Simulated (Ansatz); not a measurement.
Before relaxation, 1 CH3F a cell, inverted, over a hollow C-C-C site (C, Fd-3m (No. 227), (1 1 0) face):

```xyz
53
Lattice="5.0302 0.0000 0.0000 0.0000 7.1138 0.0000 0.0000 0.0000 26.0390" Properties=species:S:1:pos:R:3 pbc="T T T"
C     1.2575    3.5569    8.0000
C     1.2575    0.0000    8.0000
C     3.7726    3.5569    8.0000
C     3.7726    0.0000    8.0000
C     2.5151    4.4461    8.0000
C     2.5151    0.8892    8.0000
C     0.0000    4.4461    8.0000
C     0.0000    0.8892    8.0000
C     2.5151    5.3353    9.2575
C     2.5151    1.7784    9.2575
C     0.0000    5.3353    9.2575
C     0.0000    1.7784    9.2575
C     3.7726    6.2246    9.2575
C     3.7726    2.6677    9.2575
C     1.2575    6.2246    9.2575
C     1.2575    2.6677    9.2575
C     3.7726    0.0000   10.5151
C     3.7726    3.5569   10.5151
C     1.2575    0.0000   10.5151
C     1.2575    3.5569   10.5151
C     0.0000    0.8892   10.5151
C     0.0000    4.4461   10.5151
C     2.5151    0.8892   10.5151
C     2.5151    4.4461   10.5151
C     0.0000    1.7824   11.7661
C     0.0000    5.3393   11.7661
C     2.5151    1.7824   11.7661
C     2.5151    5.3393   11.7661
C     1.2575    2.6637   11.7661
C     1.2575    6.2206   11.7661
C     3.7726    2.6637   11.7661
C     3.7726    6.2206   11.7661
C     1.2575    3.5897   13.0628
C     1.2575    0.0329   13.0628
C     3.7726    3.5897   13.0628
C     3.7726    0.0329   13.0628
C     2.5151    4.4133   13.0628
C     2.5151    0.8564   13.0628
C     0.0000    4.4133   13.0628
C     0.0000    0.8564   13.0628
C     2.5151    5.4397   14.1279
C     2.5151    1.8828   14.1279
C     0.0000    5.4397   14.1279
C     0.0000    1.8828   14.1279
C     3.7726    6.1202   14.1279
C     3.7726    2.5633   14.1279
C     1.2575    6.1202   14.1279
C     1.2575    2.5633   14.1279
C     3.3761   -0.0439   16.7577
F     3.3761   -0.0439   18.1392
H     3.7726    0.9240   16.3879
H     4.0160   -0.8712   16.3879
H     2.3396   -0.1844   16.3879
```

All numbers below come from DFT PBE+D3(BJ), scalar-relativistic, plane waves, PAW in Ansatz 0.2.0. Plane waves to 420 eV, a k mesh through Γ of 3×2×1 on the computed 53-atom cell and Gaussian smearing (0.05 eV); no spin polarisation. A dipole correction removes the field between periodic images along c.

Atoms 1, 2, 3, 4, 5, 6, 7, 8, 9, 10, 11, 12, 13, 14, 15, 16, 17, 18, 19, 20, 21, 22, 23, 24 (counted from 1) are held. The cell is fixed. Force threshold 0.04 eV/Å.

```
step E − E_final (eV) largest force (eV/Å)
   1             0.269                 0.384
   2             0.161                 0.169
   3             0.112                 0.107
   4             0.083                 0.128
   5             0.068                 0.077
   6             0.060                 0.099
   7             0.074                 0.694
   8             0.056                 0.043
   9             0.053                 0.102
  10             0.053                 0.300
  11             0.047                 0.023
  12             0.047                 0.023
  13             0.044                 0.050
  14             0.041                 0.182
  15             0.038                 0.204
  16             0.034                 0.122
  17             0.029                 0.146
  18             0.027                 0.332
  19             0.022                 0.176
  20             0.018                 0.087
  21             0.015                 0.123
  22             0.014                 0.181
  23             0.013                 0.060
  24             0.012                 0.023
  25             0.011                 0.103
  26             0.011                 0.163
  27             0.009                 0.101
  28             0.008                 0.149
  29             0.201                 1.314
  30             0.007                 0.060
```

Question: What is the final structure?

Answer:
```
C F H
1.0
     5.03020    0.00000    0.00000
     0.00000    7.11378    0.00000
     0.00000    0.00000   26.03905
C F H
49 1 3
Direct
  0.25000 0.50000 0.30723
  0.25000 0.00000 0.30723
  0.75000 0.50000 0.30723
  0.75000 0.00000 0.30723
  0.50000 0.62500 0.30723
  0.50000 0.12500 0.30723
  0.00000 0.62500 0.30723
  0.00000 0.12500 0.30723
  0.50000 0.75000 0.35553
  0.50000 0.25000 0.35553
  0.00000 0.75000 0.35553
  0.00000 0.25000 0.35553
  0.75000 0.87500 0.35553
  0.75000 0.37500 0.35553
  0.25000 0.87500 0.35553
  0.25000 0.37500 0.35553
  0.75000 0.00000 0.40382
  0.75000 0.50000 0.40382
  0.25000 0.00000 0.40382
  0.25000 0.50000 0.40382
  0.00000 0.12500 0.40382
  0.00000 0.62500 0.40382
  0.50000 0.12500 0.40382
  0.50000 0.62500 0.40382
  0.00001 0.25050 0.45186
  0.99999 0.75061 0.45187
  0.50001 0.25053 0.45186
  0.49997 0.75058 0.45187
  0.24999 0.37440 0.45187
  0.25000 0.87449 0.45188
  0.75001 0.37440 0.45185
  0.74998 0.87446 0.45187
  0.24992 0.50460 0.50167
  0.25003 0.00453 0.50169
  0.74999 0.50464 0.50166
  0.75002 0.00447 0.50167
  0.49995 0.62039 0.50165
  0.50004 0.12029 0.50168
  0.99999 0.62042 0.50167
  0.99999 0.12031 0.50168
  0.49998 0.76457 0.54254
  0.49998 0.26470 0.54255
  0.00005 0.76470 0.54254
  0.99999 0.26460 0.54257
  0.75001 0.86038 0.54274
  0.74991 0.36028 0.54248
  0.25010 0.86035 0.54271
  0.24985 0.36026 0.54257
  0.64092 0.11849 0.66688
  0.83655 0.25805 0.67025
  0.67628 0.03538 0.63189
  0.65540 0.02765 0.70087
  0.44454 0.18575 0.66511
```

The end is the local minimum or symmetric point that this start leads to. The slab is only 6.3 Å thick, so the energy isn't converged with thickness.

Spin polarisation was left out, and a magnetic state may lie lower.

Cost: 1 run of about 53 core-minutes, on Intel Xeon Processor @ 2.70GHz (shared hosts).